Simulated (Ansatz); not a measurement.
input.yaml (Ansatz)

```yaml
crystal:
  lattice:
    - [3.5712984073, 0.0, 0.0]
    - [0.0, 3.5712984073, 0.0]
    - [0.0, 0.0, 3.5712984073]
  atoms:
    - { symbol: Ca, position: [0.0, 0.0, 0.0] }
hamiltonian:
  xc: blyp
  pseudopotentials:
    kind: paw
    azcp:
      Ca: "pseudopotentials/Ca.paw.azcp"
basis:
  ecutwfc: 420
  fft_grid_basis: typed
kpoints:
  mp_grid: { grid: [15, 15, 15], shift: [0, 0, 0] }
magnetization:
  spin_polarized: false
scf:
  occupations: { method: fermi_dirac, width: 0.1 }
```

Terminal output

```
Engine: ansatz 0.2.0, x86_64-unknown-linux-gnu
Pseudopotentials: kind: paw
Pseudopotential: Ca, paw, valence charge 10, recommended cutoff 420 eV (normal) 
Functional definition: BLYP
  parameter beta = 0.0042
  parameter a = 0.04918
  parameter b = 0.132
  parameter c = 0.2533
  parameter d = 0.349
  exchange = b88_x(beta = beta)
  correlation = lyp_c(a = a, b = b, c = c, d = d)
Crystal: 1 atoms, lattice volume = 45.549 Å³
Basis set: ecut = 420 eV, 895 PW (Γ), exchange–correlation on 48×48×48 points (8 copies of the dense FFT grid, shifted against one another)
Bands: 9, of which v1, the nominal top of the filled ones, is band 5 counted from 1 (4 counted from 0)
Symmetry: 48 space group operations
Space group: Pm-3m (ITA 221), of the structure as read, at distance tolerance 3.6e-5 Å
k-points: 120 of 3375
Non-local potential: Ca, projectors of the file, l = 0: 3, l = 1: 2, l = 2: 2
PAW form: soft (Blöchl's): semilocal exchange-correlation on the pseudo side does not see the compensation charge
PAW frozen core: Ca, regenerated for the run's functional, and the local potential with it (the file was generated under x = pbe(κ = 0.804, μ = 0.2195149727645171), c = pbe(β = 0.06672455060314922))
PAW one-centre angular grid: Ca, 110 points (default); XC on 64 Gauss nodes
Initial density: superposition of atomic densities (neutral atoms: chi_scale 0, normalization atom), corrected by the library's trained network
Initial wavefunctions: pseudopotential atomic-orbital guess
Functional: x = b88, c = lyp
SCF iter   1: F=—  HF=-1822.275957 eV  |F-HF|=—  |Δ(HF+E_count)|=         —  Δρ=3.20e-3  dr2=2.46e-3  ethr=1.77e-3  ⟨swp⟩=5.6  Hψ=8758  notcnv=0
SCF iter   2: F=—  HF=-1822.277235 eV  |F-HF|=—  |Δ(HF+E_count)|=   1.28e-3  Δρ=1.85e-3  dr2=1.09e-3  ethr=2.46e-5  ⟨swp⟩=1.8  Hψ=2203  notcnv=0
SCF iter   3: F=—  HF=-1822.278305 eV  |F-HF|=—  |Δ(HF+E_count)|=   1.07e-3  Δρ=2.25e-4  dr2=1.87e-5  ethr=1.09e-5  ⟨swp⟩=2.6  Hψ=1716  notcnv=0
SCF iter   4: F=—  HF=-1822.278343 eV  |F-HF|=—  |Δ(HF+E_count)|=   3.81e-5  Δρ=9.42e-5  dr2=4.33e-6  ethr=1.87e-7  ⟨swp⟩=2.0  Hψ=1751  notcnv=0
SCF iter   5: F=—  HF=-1822.278349 eV  |F-HF|=—  |Δ(HF+E_count)|=   5.45e-6  Δρ=2.37e-5  dr2=2.07e-7  ethr=4.33e-8  ⟨swp⟩=2.0  Hψ=1720  notcnv=0
SCF iter   6: F=-1822.278350 eV  HF=-1822.278350 eV  |F-HF|=3.92e-8  |Δ(HF+E_count)|=   8.57e-7  Δρ=5.47e-6  dr2=1.29e-8  ethr=1.00e-9  ⟨swp⟩=2.7  Hψ=2255  notcnv=0
SCF 1 converged in 6 iterations: F = -1822.278350 eV  dr2 = 1.29e-8
SCF converged after 6 iterations
Free energy (F): -1822.278350 eV
Harris-Foulkes:  -1822.278350 eV  (|F-HF|=3.92e-8)
Internal energy: -1822.238499 eV  (E = F + TS)
E sigma→0 (E₀):  -1822.258424 eV
Entropy (-TS):   -0.039851 eV (-39.851 meV/atom)
Fermi energy:    4.776570 eV
--- Per-component energies (eV) ---
  E_band       = -179.501544
  E_kinetic    = 275.609893
  E_local      = -892.860233  (includes V_loc(G=0)·N_el)
  E_nonlocal   = 64.693168
  E_hartree    = 302.253302
  E_xc         = -134.053971
  E_vxc        = -166.775318  (∫ρ·V_xc dr)
  E_paw        = -865.892484  (= ΣΔE_a)
  E_vpaw       = -64.676242  (= ΣTr[D̂ρ^β])
  E_aug_tail   = -0.000006  (compensation charges beyond the density's cutoff)
  E_ewald      = -572.005937
  E_core_change = 0.017768  (= ΣΔE_core)
  E_smearing   = -0.039851  (= −TS)
  E_closure    = 0.000000  (closes the sum)
  Σ components = -1822.278350   (vs F -1822.278350, Δ=0.00e0)
```
